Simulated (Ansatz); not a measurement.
**Fixed-spin-moment curve of Ni3Pt (Pm-3m)**

The geometry is a structure from the Materials Project, held fixed and not relaxed.

The runs share LDA, 9×9×9 k mesh, Fermi–Dirac smearing of 0.05 eV. PAW means Ansatz 0.2.0 on its default frozen-core files; LAPW is all-electron LAPW in Ansatz 0.2.0. Site moments are integrated in spheres about the atoms, whose radii differ between the methods.

The first input and its command:

```yaml
crystal:
  lattice:
    - [3.62456679, 0.0, 0.0]
    - [0.0, 3.62456679, 0.0]
    - [0.0, 0.0, 3.62456679]
  atoms:
    - { symbol: Ni, position: [0.5, 0.0, 0.5], spin: 1.5 }
    - { symbol: Ni, position: [0.0, 0.5, 0.5], spin: 1.5 }
    - { symbol: Ni, position: [0.5, 0.5, 0.0], spin: 1.5 }
    - { symbol: Pt, position: [0.0, 0.0, 0.0], spin: 0.6 }
magnetization:
  spin_polarized: true
kpoints:
  mp_grid: { grid: [9, 9, 9] }
scf:
  occupations: { method: fermi_dirac, width: 0.05 }
  lower_state_search: "off"
hamiltonian:
  xc: lda
  pseudopotentials: { kind: paw }
output:
  forces: true
  stress: true
  eigenvalues: true
  populations: true
  dos: { projected: true, de: 0.1, e_range: [-8, 5] }
  write_density: true
  write_potential: true
  elf: true
  volumetric_format: npy
```

Command: `ansatz run input.yaml --threads 2 --pin off --max-ram 6144MiB --backend cpu --events-out ev --progress --plain --runs-dir out`

The input for «total moment held at 2.49 μB» by PAW differs from it in these lines, output keys apart:

```diff
-    - { symbol: Ni, position: [0.5, 0.0, 0.5], spin: 1.5 }
-    - { symbol: Ni, position: [0.0, 0.5, 0.5], spin: 1.5 }
-    - { symbol: Ni, position: [0.5, 0.5, 0.0], spin: 1.5 }
-    - { symbol: Pt, position: [0.0, 0.0, 0.0], spin: 0.6 }
+    - { symbol: Ni, position: [0.5, 0.0, 0.5], spin: 0.733 }
+    - { symbol: Ni, position: [0.0, 0.5, 0.5], spin: 0.733 }
+    - { symbol: Ni, position: [0.5, 0.5, 0.0], spin: 0.733 }
+    - { symbol: Pt, position: [0.0, 0.0, 0.0], spin: 0.291 }
+  initial_magnetization: 2.49
+  spin_locking: { lock_magnetization: hard }
```

The input for «total moment held at 1.13 μB» by LAPW differs from it in these lines, output keys apart:

```diff
-    - { symbol: Ni, position: [0.5, 0.0, 0.5], spin: 1.5 }
-    - { symbol: Ni, position: [0.0, 0.5, 0.5], spin: 1.5 }
-    - { symbol: Ni, position: [0.5, 0.5, 0.0], spin: 1.5 }
-    - { symbol: Pt, position: [0.0, 0.0, 0.0], spin: 0.6 }
+    - { symbol: Ni, position: [0.5, 0.0, 0.5], spin: 0.332 }
+    - { symbol: Ni, position: [0.0, 0.5, 0.5], spin: 0.332 }
+    - { symbol: Ni, position: [0.5, 0.5, 0.0], spin: 0.332 }
+    - { symbol: Pt, position: [0.0, 0.0, 0.0], spin: 0.134 }
+  initial_magnetization: 1.13
+  spin_locking: { lock_magnetization: hard }
-  pseudopotentials: { kind: paw }
+  pseudopotentials: { kind: all_electron, lapw: { basis_error: 0.001 } }
```

The total moment M of the cell is held by giving each spin its own Fermi level. Half their difference over μB is the field that would hold M, so μB·B = dF/dM. Energies count from each method's free run. The held moment starts on the atoms that carry the free run's moments.

Task: Does the cell keep a net moment when the moments are free, and how does its energy change with a held moment?

Result: The free run ends with M = 2.26 μB per cell. 
```
M (μB/cell)  ΔF PAW (meV/cell)  ΔF LAPW (meV/cell)  B, PAW (T)  largest site moment, PAW (μB)  pressure, PAW (GPa)
       0.00              +78.1                   –           –                           0.00                -13.3
       0.57              +70.0                   –        -477                           0.18                -13.2
       1.13              +48.7               +48.1        -809                           0.35                -12.9
       1.58              +25.9                   –        -908                           0.48                -12.5
       1.92               +9.0                +8.8        -748                           0.58                -12.2
       2.49               +8.6                +8.8       +1391                           0.73                -11.3
       2.71              +32.7                   –       +2264                           0.79                -10.8
       3.05              +89.0                   –       +3645                           0.89                -10.2
```

Against an unpolarised PAW run, spin polarisation gains 19.5 meV per atom; the pressure goes from -13.3 to -11.7 GPa, the usual magnetovolume effect: the magnetic state wants the larger volume.

Task: Check μB·B = dF/dM between M = 2.71 and 3.05 μB with the PAW numbers.

Result: ΔF/ΔM = +56.3 meV / 0.34 = +165.6 meV per μB, which is +2862 T with μB = 0.05788 meV/T. The mean of the two holding fields is +2954 T. The slope equals the mean of B over the step, so the two agree where B(M) is nearly straight between its ends, and here they lie within a tenth of each other.

Separate runs put a uniform field on the spins (g = 2):

```csv
field (T),M PAW (μB/cell),M LAPW (μB/cell)
300,2.322,2.320
600,2.371,–
```

The rows needn't lie on one branch: at M = 0 the run is unmagnetised, so slopes across such rows needn't follow B.

The PAW files were made with PBE; the program remakes their cores once for the run's functional and then keeps them frozen. The Ansatz runs typed with the search for lower states off end where their start leads. Spin–orbit coupling is left out although heavy atoms are present. None of this fixes the real material's magnetic order: only patterns that fit the cell were computed, at zero temperature, with a functional that can overstate moments.
